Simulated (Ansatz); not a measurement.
Ansatz (a quantum-chemistry and plane-wave program) input:

Ansatz 0.2 input:
```yaml
crystal:
  lattice:
    - [2.9075604796, 0.0, 0.0]
    - [0.0, 2.9075604796, 0.0]
    - [0.0, 0.0, 2.9075604796]
  atoms:
    - { symbol: Zn, position: [0.5, 0.5, 0.5] }
    - { symbol: Cu, position: [0.0, 0.0, 0.0] }
kpoints:
  mp_grid: { grid: [29, 29, 29] }
hamiltonian:
  xc: pbesol
  pseudopotentials: { azcp: { folder: ./paw }, kind: paw }
scf:
  occupations: { method: fermi_dirac, width: 0.1 }
elastic: { mode: relaxed_ion, stencil: two_point, amplitude: 0.005, f_tol: 0.0005 }
```

Output (shortened):

```
Pseudopotential: Zn, paw, valence charge 12
Pseudopotential: Cu, paw, valence charge 19
Functional definition: PBEsol
Crystal: 2 atoms, lattice volume = 24.580 Å³
Basis set: ecut = 420 eV, 461 PW (Γ), exchange–correlation on 40×40×40 points (8 copies of the dense FFT grid, shifted against one another)
Bands: 20, of which v1, the nominal top of the filled ones, is band 16 counted from 1 (15 counted from 0)
Symmetry: 48 space group operations
Space group: Pm-3m (ITA 221), of the structure as read, at distance tolerance 2.9e-5 Å
k-points: 680 of 24389
SCF iter   1: F=—  HF=-9872.104774 eV  |F-HF|=—  |Δ(HF+E_count)|=         —  Δρ=3.14e-1  dr2=1.59e1  ethr=3.10e-3  ⟨swp⟩=5.1  Hψ=66335  notcnv=0
preconditioner: auto → none
SCF iter   2: F=—  HF=-9870.637307 eV  |F-HF|=—  |Δ(HF+E_count)|=    1.47e0  Δρ=1.66e-1  dr2=4.91e0  ethr=3.10e-3  ⟨swp⟩=2.0  Hψ=25733  notcnv=0  defer=31
SCF iter   3: F=—  HF=-9869.981272 eV  |F-HF|=—  |Δ(HF+E_count)|=   6.56e-1  Δρ=5.08e-2  dr2=4.21e-1  ethr=3.10e-3  ⟨swp⟩=2.1  Hψ=21240  notcnv=0  defer=32
SCF iter   4: F=—  HF=-9869.905025 eV  |F-HF|=—  |Δ(HF+E_count)|=   7.62e-2  Δρ=1.22e-2  dr2=2.75e-2  ethr=1.36e-3  ⟨swp⟩=2.9  Hψ=28120  notcnv=0  defer=68
SCF iter   5: F=—  HF=-9869.899393 eV  |F-HF|=—  |Δ(HF+E_count)|=   5.63e-3  Δρ=3.84e-3  dr2=2.77e-3  ethr=8.87e-5  ⟨swp⟩=2.0  Hψ=23866  notcnv=0  defer=68
SCF iter   6: F=—  HF=-9869.899829 eV  |F-HF|=—  |Δ(HF+E_count)|=   4.37e-4  Δρ=2.94e-3  dr2=1.51e-3  ethr=8.93e-6  ⟨swp⟩=2.2  Hψ=23207  notcnv=0  defer=68
SCF iter   7: F=—  HF=-9869.899613 eV  |F-HF|=—  |Δ(HF+E_count)|=   2.16e-4  Δρ=1.20e-3  dr2=2.55e-4  ethr=4.87e-6  ⟨swp⟩=1.0  Hψ=13542  notcnv=0  defer=68
SCF iter   8: F=—  HF=-9869.899570 eV  |F-HF|=—  |Δ(HF+E_count)|=   4.33e-5  Δρ=1.42e-4  dr2=3.54e-6  ethr=8.22e-7  ⟨swp⟩=1.5  Hψ=13997  notcnv=0  defer=68
SCF iter  13: F=-9869.899561 eV  HF=-9869.899561 eV  |F-HF|=3.64e-12  |Δ(HF+E_count)|=    0.00e0  Δρ=8.65e-9  dr2=8.46e-15  ethr=1.00e-12  ⟨swp⟩=4.0  Hψ=39981  notcnv=0
SCF 1 converged in 13 iterations: F = -9869.899561 eV  dr2 = 8.46e-15
Crystal: 2 atoms, lattice volume = 24.457 Å³
Symmetry: 16 space group operations
k-points: 1800 of 24389
iter 1 solved again at ethr=1.68e-6 eV; its pass at ethr=3.10e-3 eV (dr2=5.21e-4 eV) is discarded
SCF iter   1: F=—  HF=-9869.899322 eV  |F-HF|=—  |Δ(HF+E_count)|=         —  Δρ=1.79e-3  dr2=5.41e-4  ethr=1.68e-6  ⟨swp⟩=2.0  Hψ=177507  notcnv=0  defer=8
preconditioner: auto → none
SCF iter   2: F=—  HF=-9869.899231 eV  |F-HF|=—  |Δ(HF+E_count)|=   9.08e-5  Δρ=2.78e-4  dr2=5.60e-6  ethr=1.68e-6  ⟨swp⟩=2.0  Hψ=45019  notcnv=0  defer=8
SCF iter   3: F=—  HF=-9869.899215 eV  |F-HF|=—  |Δ(HF+E_count)|=   1.59e-5  Δρ=1.24e-4  dr2=2.93e-6  ethr=1.81e-8  ⟨swp⟩=2.0  Hψ=63921  notcnv=0  defer=8
SCF iter   4: F=—  HF=-9869.899216 eV  |F-HF|=—  |Δ(HF+E_count)|=   6.58e-7  Δρ=5.74e-5  dr2=6.73e-7  ethr=9.44e-9  ⟨swp⟩=2.2  Hψ=55997  notcnv=0  defer=8
SCF iter   5: F=—  HF=-9869.899216 eV  |F-HF|=—  |Δ(HF+E_count)|=   3.01e-8  Δρ=2.50e-5  dr2=7.75e-8  ethr=2.17e-9  ⟨swp⟩=2.1  Hψ=52300  notcnv=0  defer=8
SCF iter   6: F=—  HF=-9869.899216 eV  |F-HF|=—  |Δ(HF+E_count)|=   1.95e-9  Δρ=4.04e-6  dr2=2.27e-9  ethr=2.50e-10  ⟨swp⟩=2.0  Hψ=54991  notcnv=0  defer=8
SCF iter   7: F=—  HF=-9869.899216 eV  |F-HF|=—  |Δ(HF+E_count)|=  7.20e-10  Δρ=1.89e-7  dr2=4.08e-12  ethr=7.31e-12  ⟨swp⟩=2.0  Hψ=55886  notcnv=0  defer=8
SCF iter   8: F=-9869.899216 eV  HF=-9869.899216 eV  |F-HF|=3.64e-12  |Δ(HF+E_count)|=    0.00e0  Δρ=2.35e-8  dr2=5.84e-14  ethr=1.00e-12  ⟨swp⟩=3.4  Hψ=156993  notcnv=0
SCF 2 converged in 8 iterations: F = -9869.899216 eV  dr2 = 5.84e-14
Crystal: 2 atoms, lattice volume = 24.703 Å³
iter 1 solved again at ethr=8.55e-9 eV; its pass at ethr=3.10e-3 eV (dr2=2.65e-6 eV) is discarded
SCF iter   1: F=—  HF=-9869.899287 eV  |F-HF|=—  |Δ(HF+E_count)|=         —  Δρ=7.16e-4  dr2=2.65e-6  ethr=8.55e-9  ⟨swp⟩=2.1  Hψ=172341  notcnv=0  defer=4
preconditioner: auto → none
SCF iter   2: F=—  HF=-9869.899344 eV  |F-HF|=—  |Δ(HF+E_count)|=   5.70e-5  Δρ=3.58e-4  dr2=6.59e-7  ethr=8.55e-9  ⟨swp⟩=1.0  Hψ=35849  notcnv=0  defer=4
SCF iter   3: F=—  HF=-9869.899357 eV  |F-HF|=—  |Δ(HF+E_count)|=   1.31e-5  Δρ=6.47e-6  dr2=5.18e-9  ethr=2.13e-9  ⟨swp⟩=1.0  Hψ=35849  notcnv=0  defer=4
SCF iter   4: F=—  HF=-9869.899357 eV  |F-HF|=—  |Δ(HF+E_count)|=   1.61e-9  Δρ=7.42e-7  dr2=6.20e-11  ethr=1.67e-11  ⟨swp⟩=2.3  Hψ=57952  notcnv=0  defer=4
SCF iter   5: F=—  HF=-9869.899357 eV  |F-HF|=—  |Δ(HF+E_count)|=  7.28e-12  Δρ=1.17e-7  dr2=1.56e-12  ethr=2.00e-13 (applied; sched 1.00e-12)  ⟨swp⟩=2.1  Hψ=48332  notcnv=0  defer=123
SCF iter   6: F=—  HF=-9869.899357 eV  |F-HF|=—  |Δ(HF+E_count)|=    0.00e0  Δρ=1.12e-7  dr2=1.48e-12  ethr=1.00e-12  ⟨swp⟩=5.0  Hψ=139839  notcnv=0
SCF iter   7: F=-9869.899357 eV  HF=-9869.899357 eV  |F-HF|=0.00e0  |Δ(HF+E_count)|=    0.00e0  Δρ=1.43e-8  dr2=1.63e-14  ethr=1.00e-12  ⟨swp⟩=3.4  Hψ=135439  notcnv=0
SCF 3 converged in 7 iterations: F = -9869.899357 eV  dr2 = 1.63e-14
Crystal: 2 atoms, lattice volume = 24.580 Å³
Symmetry: 8 space group operations
k-points: 3375 of 24389
iter 1 solved again at ethr=2.03e-8 eV; its pass at ethr=3.10e-3 eV (dr2=6.31e-6 eV) is discarded
SCF iter   1: F=—  HF=-9869.899376 eV  |F-HF|=—  |Δ(HF+E_count)|=         —  Δρ=2.08e-4  dr2=2.65e-6  ethr=2.03e-8  ⟨swp⟩=3.1  Hψ=364549  notcnv=0  defer=20
preconditioner: auto → none
SCF iter   2: F=—  HF=-9869.899370 eV  |F-HF|=—  |Δ(HF+E_count)|=   6.79e-6  Δρ=9.05e-5  dr2=5.21e-7  ethr=8.55e-9  ⟨swp⟩=1.0  Hψ=67257  notcnv=0  defer=20
SCF iter   3: F=—  HF=-9869.899370 eV  |F-HF|=—  |Δ(HF+E_count)|=   4.17e-8  Δρ=4.22e-6  dr2=1.42e-9  ethr=1.68e-9  ⟨swp⟩=2.3  Hψ=92264  notcnv=0  defer=20
SCF iter   4: F=—  HF=-9869.899370 eV  |F-HF|=—  |Δ(HF+E_count)|=   1.79e-9  Δρ=2.94e-6  dr2=1.15e-9  ethr=4.59e-12  ⟨swp⟩=2.0  Hψ=119268  notcnv=0  defer=20
SCF iter   5: F=—  HF=-9869.899370 eV  |F-HF|=—  |Δ(HF+E_count)|=  3.35e-10  Δρ=3.00e-7  dr2=5.98e-12  ethr=3.71e-12  ⟨swp⟩=2.0  Hψ=104182  notcnv=0  defer=20
SCF iter   6: F=—  HF=-9869.899370 eV  |F-HF|=—  |Δ(HF+E_count)|=    0.00e0  Δρ=7.24e-8  dr2=5.60e-13  ethr=1.93e-14 (applied; sched 1.00e-12)  ⟨swp⟩=2.1  Hψ=98296  notcnv=0  defer=269
SCF iter   7: F=—  HF=-9869.899370 eV  |F-HF|=—  |Δ(HF+E_count)|=    0.00e0  Δρ=4.90e-8  dr2=2.90e-13  ethr=1.00e-12  ⟨swp⟩=4.4  Hψ=235830  notcnv=0
SCF iter   8: F=-9869.899370 eV  HF=-9869.899370 eV  |F-HF|=3.64e-12  |Δ(HF+E_count)|=    0.00e0  Δρ=2.04e-8  dr2=5.06e-14  ethr=1.00e-12  ⟨swp⟩=2.7  Hψ=240840  notcnv=0
SCF 4 converged in 8 iterations: F = -9869.899370 eV  dr2 = 5.06e-14
Crystal: 2 atoms, lattice volume = 24.580 Å³
iter 1 solved again at ethr=1.28e-11 eV; its pass at ethr=3.10e-3 eV (dr2=3.95e-9 eV) is discarded
SCF iter   1: F=—  HF=-9869.899377 eV  |F-HF|=—  |Δ(HF+E_count)|=         —  Δρ=4.68e-6  dr2=4.17e-9  ethr=1.28e-11  ⟨swp⟩=3.0  Hψ=376940  notcnv=0  defer=9
preconditioner: auto → none
SCF iter   2: F=—  HF=-9869.899370 eV  |F-HF|=—  |Δ(HF+E_count)|=   7.59e-6  Δρ=2.02e-6  dr2=6.13e-10  ethr=1.28e-11  ⟨swp⟩=2.0  Hψ=100645  notcnv=0  defer=9
SCF iter   3: F=—  HF=-9869.899370 eV  |F-HF|=—  |Δ(HF+E_count)|=  7.28e-12  Δρ=6.32e-7  dr2=5.71e-11  ethr=1.98e-12  ⟨swp⟩=2.0  Hψ=85610  notcnv=0  defer=9
SCF iter   4: F=—  HF=-9869.899370 eV  |F-HF|=—  |Δ(HF+E_count)|=  1.46e-11  Δρ=2.48e-7  dr2=7.82e-12  ethr=1.84e-13 (applied; sched 1.00e-12)  ⟨swp⟩=2.0  Hψ=115978  notcnv=0  defer=216
SCF iter   5: F=—  HF=-9869.899370 eV  |F-HF|=—  |Δ(HF+E_count)|=  1.82e-12  Δρ=4.28e-8  dr2=2.01e-13  ethr=2.52e-14 (applied; sched 1.00e-12)  ⟨swp⟩=2.2  Hψ=84209  notcnv=0  defer=265
SCF iter   6: F=-9869.899370 eV  HF=-9869.899370 eV  |F-HF|=1.82e-12  |Δ(HF+E_count)|=  1.82e-12  Δρ=6.36e-9  dr2=5.13e-15  ethr=1.00e-12  ⟨swp⟩=4.0  Hψ=210926  notcnv=0
SCF 5 converged in 6 iterations: F = -9869.899370 eV  dr2 = 5.13e-15
SCF converged after 13 iterations
Free energy (F): -9869.899561 eV
Harris-Foulkes:  -9869.899561 eV  (|F-HF|=3.64e-12)
Internal energy: -9869.883458 eV  (E = F + TS)
E sigma→0 (E₀):  -9869.891510 eV
Entropy (-TS):   -0.016103 eV (-8.051 meV/atom)
Fermi energy:    14.823237 eV
--- Per-component energies (eV) ---
  E_band       = -309.482979
  E_kinetic    = 411.653114
  E_local      = -6374.634280  (includes V_loc(G=0)·N_el)
  E_nonlocal   = 1708.371653
  E_hartree    = 2621.215002
  E_xc         = -147.902629
  E_vxc        = -142.309922  (∫ρ·V_xc dr)
  E_paw        = -3636.024985  (= ΣΔE_a)
  E_vpaw       = -1154.994135  (= ΣTr[D̂ρ^β])
  E_aug_tail   = 0.000596  (compensation charges beyond the density's cutoff)
  E_ewald      = -4453.565488
  E_core_change = 1.003558  (= ΣΔE_core)
  E_smearing   = -0.016103  (= −TS)
  E_closure    = 0.000000  (closes the sum)
  Σ components = -9869.899561   (vs F -9869.899561, Δ=0.00e0)
  [band-id]    e_kinetic+e_local+e_nonlocal+2·e_hartree+e_vxc+e_vpaw+e_augmentation_tail = -309.482970   (vs E_band -309.482979, Δ=9.44e-6)
--- Forces (eV/Å), atoms counted from 1 ---
  atom   1  Zn     0.00000000     0.00000000     0.00000000
  atom   2  Cu     0.00000000     0.00000000     0.00000000
  max |Σ_I F_I| component: 0.0 eV/Å
--- Stress (GPa, compression-positive) ---
        0.087749       0.000000       0.000000
        0.000000       0.087749       0.000000
        0.000000       0.000000       0.087749
  P = ⅓ Tr σ = 0.0877 GPa (0.877 kbar)
--- Band table (eV; the first three rows and the last of 680) ---
  k-point 0: bands = ["-97.9454", "-55.4654", "-55.4654", "-55.4654", "4.1194", "6.8834", "6.8834", "7.6517", "7.6517", "7.6517", "11.1585", "11.1585", "12.0552", "12.0552", "12.0552", "21.1011", "21.1011", "21.1011", "26.2960", "26.2960"]
  k-point 1: bands = ["-97.9454", "-55.4656", "-55.4654", "-55.4654", "4.1416", "6.8864", "6.8885", "7.6496", "7.6496", "7.6528", "11.1568", "11.1607", "12.0469", "12.0469", "12.0541", "20.8674", "21.1357", "21.1357", "26.3071", "26.4670"]
  k-point 2: bands = ["-97.9454", "-55.4660", "-55.4654", "-55.4654", "4.2081", "6.8950", "6.9034", "7.6436", "7.6436", "7.6561", "11.1517", "11.1669", "12.0227", "12.0227", "12.0510", "20.2695", "21.2388", "21.2388", "26.3406", "26.7861"]
  k-point 679: bands = ["-97.9434", "-55.4753", "-55.4753", "-55.4753", "7.0143", "7.0176", "7.0176", "7.9829", "7.9829", "10.3485", "10.3639", "10.3639", "12.3221", "12.3221", "18.4616", "18.9795", "18.9924", "18.9924", "19.7010", "19.7010"]
--- Elastic constants: 2 strain directions × 2 members + reference (group order 48) ---
  dense FFT box of the reference and of every strained cell: 20×20×20
  strains applied: 11, 23; error gains: componentwise 1.00 (the most a stress slope's error grows in a printed constant), spectral 1.73 (1 for all six strains …
  C = ∂σ_k/∂η_j (tension-positive GPa; Voigt order 11 22 33 23 13 12):
       144.364    134.035    134.035      0.000      0.000      0.000
       134.035    144.364    134.035      0.000      0.000      0.000
       134.035    134.035    144.364      0.000      0.000      0.000
         0.000      0.000      0.000     99.728      0.000      0.000
         0.000      0.000      0.000      0.000     99.728      0.000
         0.000      0.000      0.000      0.000      0.000     99.728
  reference stress σ⁰ (GPa):     -0.088     -0.088     -0.088      0.000      0.000      0.000
  C* (energy form; C + prestress term) asymmetry max|C*_kj − C*_jk| = 9.264e-17 GPa — a small one proves nothing (zero by symmetry where the batch's group is …
  moduli (Voigt/Reuss/Hill, GPa): K = 137.48/137.48/137.48   G = 61.90/11.98/36.94   E = 101.71   ν = 0.377
  mechanically stable: yes (min eigenvalue of sym C = 10.33 GPa)
  where every solve meets its electron count the energy-path curvature estimates C_jj along a normal strain and C_jj − ¼(σ⁰_aa + σ⁰_bb) along a shear (ab), of …
  strain η (Voigt 11):  stress-route row diagonal C_11 = 144.36 GPa, energy-path curvature d²(F+E_count+ΔE)/dδ²/Ω₀ = 143.63 GPa
         δ    σ_11 (GPa)             F (eV)   n_scf  n_hpsi   n_pw
    -5.000e-3      -0.8213       -9869.8992161       8  691762    492   relax 0 steps, max|allowed force component| 0.0 eV/Å
     5.000e-3       0.6224       -9869.8993572       7  654687    496   relax 0 steps, max|allowed force component| 0.0 eV/Å
  strain η (Voigt 23):  stress-route row diagonal C_44 = 99.73 GPa, energy-path curvature d²(F+E_count+ΔE)/dδ²/Ω₀ = 99.78 GPa
         δ    σ_23 (GPa)             F (eV)   n_scf  n_hpsi   n_pw
    -5.000e-3      -0.4986       -9869.8993696       8  1377018    493   relax 0 steps, max|allowed force component| 0.0 eV/Å
     5.000e-3       0.4986       -9869.8993696       6  1028824    493   relax 0 steps, max|allowed force component| 0.0 eV/Å
```

Cost: about 6 core-minutes (a rough figure) on shared cores.

The cell was relaxed with PBEsol under the symmetry of its start. No spin polarisation was allowed. As this level gives no gap, shear constants depend on the k-mesh and smearing (Fermi–Dirac, 0.1 eV here).

Potentials: the earlier of the program's two PAW sets. The files were generated under PBE; for other functionals the program regenerates the frozen cores, and for LDA and PBEsol the local potential too.

Ansatz is a plane-wave DFT program.
